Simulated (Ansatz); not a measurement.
## Kick test of a cell of LiZr4N3

The cell was found from a proposed guess, not taken from experiment.

Level of theory: DFT PBE, scalar-relativistic, plane waves, PAW (Ansatz). Cutoff 420 eV; k points 12×12×12 on the computed 8-atom cell (Γ-centred); Gaussian smearing, width 0.10 eV; no spin polarisation.

The cell below (8 atoms, space group R-3m (No. 166)) is relaxed within its symmetry.

```xyz
8
Lattice="1.6250 0.9382 12.9966 -1.6250 0.9382 12.9966 0.0000 -1.8764 12.9966" Properties=species:S:1:pos:R:3 pbc="T T T"
Li    0.0000    0.0000    0.0000
Zr    0.0000    0.0000   15.5799
Zr    0.0000    0.0000    5.1341
Zr    0.0000    0.0000   33.8557
Zr    0.0000    0.0000   23.4098
N     0.0000    0.0000   29.8416
N     0.0000    0.0000   19.4949
N     0.0000    0.0000    9.1482
```

For the test it was strained at random (σ = 1.5 % a component), the atoms were moved at random (σ = 0.10 Å), and all was relaxed again on a coarse 8×8×8 mesh (in the run’s order of axes) with 0.20 eV smearing, with no symmetry imposed.

Task: Does it come back?

Result: It returns, within 1 meV/atom of the unmoved cell on that mesh and with the same symmetry when read at 0.1 Å. No instability shows in this cell; modes of other wave vectors, which need another repeat, aren't tested.
